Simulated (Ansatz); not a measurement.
Ir:
```yaml
crystal:
  lattice:
    - [0.00000, 1.93514, 1.93514]
    - [1.93514, 0.00000, 1.93514]
    - [1.93514, 1.93514, 0.00000]
  atoms:
    - { symbol: Ir, position: [0.00000, 0.00000, 0.00000] }
```

Relaxed with PBE. Special points in fractions of this cell's reciprocal vectors: Γ (0.000, 0.000, 0.000); X (0.500, 0.000, 0.500); U (0.625, 0.250, 0.625); K (0.375, 0.375, 0.750); L (0.500, 0.500, 0.500); W (0.500, 0.250, 0.750).

List the band energies nearest the Fermi level at these points for plane-wave PAW PBE (Ansatz code).

In eV from the Fermi level; about four levels below and three above (degenerate sets whole), none deeper than 8.9 eV; … stands for higher levels left out; points with the same levels are listed once.

```json
[
 {"k": "Γ", "below": "-3.78 -3.78 -3.78 -1.19 -1.19", "above": "…"},
 {"k": "X", "below": "-7.69 -7.12", "above": "0.80 1.39 1.39"},
 {"k": "U", "below": "-6.75 -5.82 -2.83 -0.89", "above": "0.56 6.11 …"},
 {"k": "L", "below": "-7.89 -3.88 -3.88 -0.75", "above": "0.83 0.83 …"},
 {"k": "W", "below": "-6.08 -4.75 -4.75 -1.77", "above": "1.40 7.89 …"}
]
```

Space group Fm-3m (fcc (Cu type)). The cell was relaxed with PBE under the symmetry of its start. No spin polarisation was allowed. Spin–orbit coupling is left out wherever it is not named.

Potentials: the earlier of the program's two PAW sets.
